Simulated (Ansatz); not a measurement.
Structure relaxation, TaSi₂

The start is a generated trial cell of TaSi2 in the CrSi2 structure type. The structure is fully relaxed (lattice and positions, P = 0) with r2SCAN (plane waves to 500 eV, PAW, scalar-relativistic; Ansatz, a quantum-chemistry and plane-wave program). First-step values are on the input's coarse k-mesh.

Ansatz input (later rounds restart from its end on a renewed k-mesh):
Ansatz 0.2 input:
```yaml
crystal:
  lattice:
    - [4.7206087, 0, 0]
    - [-2.3603044, 4.0881671, 0]
    - [0, 0, 6.789504]
  atoms:
    - { symbol: Ta, position: [0.5, 0, 0] }
    - { symbol: Ta, position: [0.5, 0.5, 0.33333333] }
    - { symbol: Ta, position: [0, 0.5, 0.66666667] }
    - { symbol: Si, position: [0.16559, 0.33118, 0] }
    - { symbol: Si, position: [0.83441, 0.16559, 0.33333333] }
    - { symbol: Si, position: [0.66882, 0.83441, 0.66666667] }
    - { symbol: Si, position: [0.83441, 0.66882, 0] }
    - { symbol: Si, position: [0.16559, 0.83441, 0.33333333] }
    - { symbol: Si, position: [0.33118, 0.16559, 0.66666667] }
basis: { ecutwfc: 500, ecutrho_ratio: 4, xc_grid: 4, fft_grid_basis: typed }
kpoints: { mp_grid: { grid: [6, 6, 4] } }
hamiltonian:
  xc: r2scan
  dispersion: none
  pseudopotentials: { kind: paw }
scf: { occupations: { method: fermi_dirac, width: 0.05 } }
relax: { f_tol: 0.01, max_steps: 100, cell: { stress_tol: 0.02 } }
output: { forces: true, stress: true }
```

Q: What pressure does the first self-consistent step give?

A: -3 GPa (negative: the cell is under tension).

Q: What is the largest force in the starting geometry, and on which atom (counted from 1)?

A: About 0.6 eV/Å, on Si4, Si5, Si6, Si7, Si8, Si9 (atoms numbered as listed).

Q: How much energy is released per atom?

A: 0.03 eV/atom.

Q: How do the shortest distances between atoms change?

A: The closest pairs of elements (up to four, under 3.6 Å), start → end: Si–Si 2.64 → 2.55 Å; Si–Ta 2.64 → 2.60 Å; Ta–Ta 3.27 → 3.24 Å.

Q: Is the relaxed structure metallic? Give its gap.

A: Zero (metallic).

The space group stays P6₂22 (No. 180) (the run could not lower it); the end is AFLOW prototype AB2_hP9_180_d_j (C40, as in CrSi2), with 9 atoms in the primitive cell. Final values are on a 11×11×7 k-mesh of the relaxed cell. No spin polarisation in the result. The relaxed primitive cell holds an odd number of electrons. A magnetic state may lie lower.

The run could not lose the symmetry of its start.

The first start was generated by placing the elements on the sites of a structure type. A measured structure of TaSi2 has the same space group, P6₂22 (No. 180); the sites were not compared with it. Another known form has space group No. 181.
